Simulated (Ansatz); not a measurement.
input.yaml (Ansatz)

```yaml
crystal:
  lattice:
    - [0.0, 2.1507276741, 2.1507276741]
    - [2.1507276741, 0.0, 2.1507276741]
    - [2.1507276741, 2.1507276741, 0.0]
  atoms:
    - { symbol: Fe, position: [0.0, 0.0, 0.0], spin: -1.348 }
    - { symbol: Fe, position: [0.5, 0.5, 0.5], spin: -1.348 }
hamiltonian:
  xc: lda
  pseudopotentials:
    kind: paw
    azcp:
      Fe: "pseudopotentials/Fe.paw.azcp"
basis:
  ecutwfc: 420
  fft_grid_basis: typed
kpoints:
  mp_grid: { grid: [14, 14, 14], shift: [0, 0, 0] }
magnetization:
  spin_polarized: true
scf:
  occupations: { method: fermi_dirac, width: 0.05 }
  lower_state_search: "off"
output:
  stress: true
```

and its output:

```
Warning: the record states the generating functional pbe (its physics header spells it `PBE`), which answers neither for hamiltonian.xc's functional nor for the lda family's — results may be inconsistent (PPs are generated against a specific XC)
Engine: ansatz 0.2.0, x86_64-unknown-linux-gnu
Pseudopotentials: kind: paw
Pseudopotential: Fe, paw, valence charge 16, recommended cutoff 420 eV (normal) 
Functional definition: SPW92
  exchange = slater_x
  correlation = pw_c
Crystal: 2 atoms, lattice volume = 19.897 Å³
Basis set: ecut = 420 eV, 387 PW (Γ)
Bands: 22, of which v1, the nominal top of the filled ones, is band 16 counted from 1 (15 counted from 0)
Symmetry: 96 space group operations
Space group: Pm-3m (ITA 221), of the structure as read, at distance tolerance 2.7e-5 Å
Magnetic group: BNS 221.92 (UNI 1594), of the structure as read, at distance tolerance 2.7e-5 Å
k-points: 104 of 2744
Non-local potential: Fe, projectors of the file, l = 0: 3, l = 1: 2, l = 2: 3, l = 3: 1
PAW form: soft (Blöchl's): semilocal exchange-correlation on the pseudo side does not see the compensation charge
PAW frozen core: Fe, regenerated for the run's functional, and the local potential with it (the file was generated under x = pbe(κ = 0.804, μ = 0.2195149727645171), c = pbe(β = 0.06672455060314922))
PAW one-centre angular grid: Fe, 590 points (default); XC on 64 Gauss nodes
Initial density: superposition of atomic densities (chi_scale 0.1, normalization cell)
Starting moments: Σ|m| = 2.696 μB on 2 of 2 sites
Initial wavefunctions: pseudopotential atomic-orbital guess
Functional: x = slater, c = lda
iter 1 solved again at ethr=1.39e-3 eV; its pass at ethr=3.10e-3 eV (dr2=4.43e-1 eV) is discarded
SCF iter   1: F=—  HF=-8837.992463 eV  |F-HF|=—  |Δ(HF+E_count)|=         —  Δρ=5.90e-2 (↑3.52e-2 ↓5.90e-2)  dr2=4.44e-1  dr2_m=1.81e-1  M=-2.050 μB ∫|m|=2.061 μB  β_m=0.30  ethr=1.39e-3  ⟨swp⟩=1.0  Hψ=23481  notcnv=0
spin=Collinear: Kerker preconditioning applied to the charge; magnetization (m = ρ↑ − ρ↓) channel mixes plain (no charge-response kernel on spin).
SCF iter   2: F=—  HF=-8837.897521 eV  |F-HF|=—  |Δ(HF+E_count)|=   9.49e-2  Δρ=3.75e-2 (↑2.52e-2 ↓3.75e-2)  dr2=1.28e-1  dr2_m=1.09e-1  M=-1.996 μB ∫|m|=2.011 μB  β_m=0.30  ethr=1.39e-3  ⟨swp⟩=2.0  Hψ=5675  notcnv=0
SCF iter   3: F=—  HF=-8837.836325 eV  |F-HF|=—  |Δ(HF+E_count)|=   6.12e-2  Δρ=2.07e-2 (↑2.07e-2 ↓1.98e-2)  dr2=1.71e-2  dr2_m=6.67e-2  M=-1.952 μB ∫|m|=1.972 μB  β_m=0.30  ethr=4.01e-4  ⟨swp⟩=2.1  Hψ=7392  notcnv=0
SCF iter   4: F=—  HF=-8837.845055 eV  |F-HF|=—  |Δ(HF+E_count)|=   8.73e-3  Δρ=1.70e-2 (↑1.70e-2 ↓1.55e-2)  dr2=1.82e-3  dr2_m=4.76e-2  M=-1.903 μB ∫|m|=1.926 μB  β_m=0.30  ethr=5.35e-5  ⟨swp⟩=2.5  Hψ=9997  notcnv=0  defer=4
SCF iter   5: F=—  HF=-8837.852119 eV  |F-HF|=—  |Δ(HF+E_count)|=   7.06e-3  Δρ=1.50e-2 (↑1.50e-2 ↓1.29e-2)  dr2=1.61e-3  dr2_m=3.49e-2  M=-1.860 μB ∫|m|=1.885 μB  β_m=0.30  ethr=5.68e-6  ⟨swp⟩=1.7  Hψ=6546  notcnv=0  defer=4
...
SCF iter  15: F=—  HF=-8837.883252 eV  |F-HF|=—  |Δ(HF+E_count)|=   1.08e-2  Δρ=5.86e-3 (↑5.86e-3 ↓5.75e-3)  dr2=1.39e-5  dr2_m=6.13e-3  M=-0.895 μB ∫|m|=0.913 μB  β_m=0.14  ethr=3.05e-10  ⟨swp⟩=5.6  Hψ=17094  notcnv=0  defer=69
SCF iter  16: F=—  HF=-8837.890032 eV  |F-HF|=—  |Δ(HF+E_count)|=   6.78e-3  Δρ=2.82e-3 (↑2.82e-3 ↓2.51e-3)  dr2=1.74e-5  dr2_m=1.29e-3  M=-0.554 μB ∫|m|=0.566 μB  β_m=0.84  ethr=3.05e-10  ⟨swp⟩=5.4  Hψ=16813  notcnv=0  defer=70
SCF iter  17: F=—  HF=-8837.890711 eV  |F-HF|=—  |Δ(HF+E_count)|=   6.80e-4  Δρ=3.25e-3 (↑3.25e-3 ↓1.21e-3)  dr2=6.43e-4  dr2_m=7.63e-4  M=0.200 μB ∫|m|=0.203 μB  β_m=0.92  ethr=3.05e-10  ⟨swp⟩=5.4  Hψ=18522  notcnv=0  defer=30
SCF iter  18: F=—  HF=-8837.890879 eV  |F-HF|=—  |Δ(HF+E_count)|=   1.68e-4  Δρ=1.72e-3 (↑1.72e-3 ↓6.78e-4)  dr2=1.23e-4  dr2_m=2.39e-4  M=-0.031 μB ∫|m|=0.033 μB  β_m=0.96  ethr=3.05e-10  ⟨swp⟩=4.5  Hψ=14960  notcnv=0  defer=31
SCF iter  19: F=—  HF=-8837.891158 eV  |F-HF|=—  |Δ(HF+E_count)|=   2.79e-4  Δρ=2.39e-4 (↑2.39e-4 ↓2.29e-4)  dr2=8.75e-6  dr2_m=5.50e-6  M=-0.230 μB ∫|m|=0.234 μB  β_m=0.97  ethr=3.05e-10  ⟨swp⟩=4.5  Hψ=13960  notcnv=0  defer=31
SCF iter  20: F=—  HF=-8837.891182 eV  |F-HF|=—  |Δ(HF+E_count)|=   2.37e-5  Δρ=6.75e-5 (↑4.46e-5 ↓6.75e-5)  dr2=1.50e-6  dr2_m=1.03e-7  M=-0.305 μB ∫|m|=0.311 μB  β_m=0.98  ethr=3.05e-10  ⟨swp⟩=3.9  Hψ=12591  notcnv=0  defer=31
SCF iter  21: F=—  HF=-8837.891181 eV  |F-HF|=—  |Δ(HF+E_count)|=   8.36e-7  Δρ=3.82e-5 (↑3.82e-5 ↓3.06e-5)  dr2=9.91e-9  dr2_m=2.14e-7  M=-0.287 μB ∫|m|=0.293 μB  β_m=0.92  ethr=3.05e-10  ⟨swp⟩=2.6  Hψ=18913  notcnv=0
SCF iter  22: F=—  HF=-8837.891181 eV  |F-HF|=—  |Δ(HF+E_count)|=   2.21e-7  Δρ=3.18e-5 (↑3.18e-5 ↓2.80e-5)  dr2=2.90e-9  dr2_m=1.63e-7  M=-0.289 μB ∫|m|=0.295 μB  β_m=0.96  ethr=3.10e-11  ⟨swp⟩=4.0  Hψ=13412  notcnv=0
iter 23 did not close the SCF: its close was put off for a magnetic moment that had not settled (scf_convergence_deferred on its scf_iter line)
SCF iter  23: F=-8837.891182 eV  HF=-8837.891182 eV  |F-HF|=9.70e-9  |Δ(HF+E_count)|=   2.69e-7  Δρ=2.39e-5 (↑2.39e-5 ↓1.93e-5)  dr2=3.16e-9  dr2_m=8.52e-8  M=-0.292 μB ∫|m|=0.297 μB  β_m=0.98  ethr=9.06e-12  ⟨swp⟩=4.1  Hψ=13969  notcnv=0
iter 24 did not close the SCF: its close was put off for a magnetic moment that had not settled (scf_convergence_deferred on its scf_iter line)
SCF iter  24: F=-8837.891182 eV  HF=-8837.891182 eV  |F-HF|=1.06e-9  |Δ(HF+E_count)|=   2.63e-7  Δρ=6.64e-6 (↑6.64e-6 ↓6.22e-6)  dr2=5.44e-11  dr2_m=7.51e-9  M=-0.297 μB ∫|m|=0.302 μB  β_m=0.99  ethr=9.06e-12  ⟨swp⟩=1.9  Hψ=16711  notcnv=0
SCF iter  25: F=-8837.891182 eV  HF=-8837.891182 eV  |F-HF|=1.82e-11  |Δ(HF+E_count)|=   2.49e-8  Δρ=3.85e-7 (↑3.85e-7 ↓1.93e-7)  dr2=4.34e-11  dr2_m=3.49e-12  M=-0.299 μB ∫|m|=0.304 μB  ethr=1.00e-12  ⟨swp⟩=1.2  Hψ=16105  notcnv=0
SCF 1 converged in 25 iterations: F = -8837.891182 eV  dr2 = 4.34e-11
SCF converged after 25 iterations
Magnetization: -0.2987 μB (15.8506 up, 16.1494 down)
Absolute magnetization: 0.3043 μB (∫|ρ↑−ρ↓|, with the PAW one-centre terms)
Spin contamination: 0.0005 ħ² per cell (⟨S²⟩ above its minimum at these occupations)
Per-site moments (μB) at R_I (Å): [(-0.14447194394679533, 0.8871751655662501), (-0.14447194394679533, 0.8871751655662501)]
Free energy (F): -8837.891182 eV
Harris-Foulkes:  -8837.891182 eV  (|F-HF|=1.82e-11)
Internal energy: -8837.859244 eV  (E = F + TS)
E sigma→0 (E₀):  -8837.875213 eV
Entropy (-TS):   -0.031938 eV (-15.969 meV/atom)
Fermi energy:    21.645882 eV
--- Per-component energies (eV) ---
  E_band       = -335.349218
  E_kinetic    = 722.973756
  E_local      = -3988.889377  (includes V_loc(G=0)·N_el)
  E_nonlocal   = 443.114259
  E_hartree    = 1699.281738
  E_xc         = -238.770821
  E_vxc        = -309.098992  (∫ρ·V_xc dr)
  E_paw        = -2613.295931  (= ΣΔE_a)
  E_vpaw       = -602.013643  (= ΣTr[D̂ρ^β])
  E_aug_tail   = 0.001822  (compensation charges beyond the density's cutoff)
  E_ewald      = -4863.077761
  E_core_change = 0.803071  (= ΣΔE_core)
  E_smearing   = -0.031938  (= −TS)
  E_closure    = 0.000000  (closes the sum)
  Σ components = -8837.891182   (vs F -8837.891182, Δ=0.00e0)
--- Stress (GPa, compression-positive) ---
       25.717537      -0.000000      -0.000000
       -0.000000      25.717537       0.000000
        0.000000       0.000000      25.717537
  P = ⅓ Tr σ = 25.7175 GPa (257.175 kbar)
```
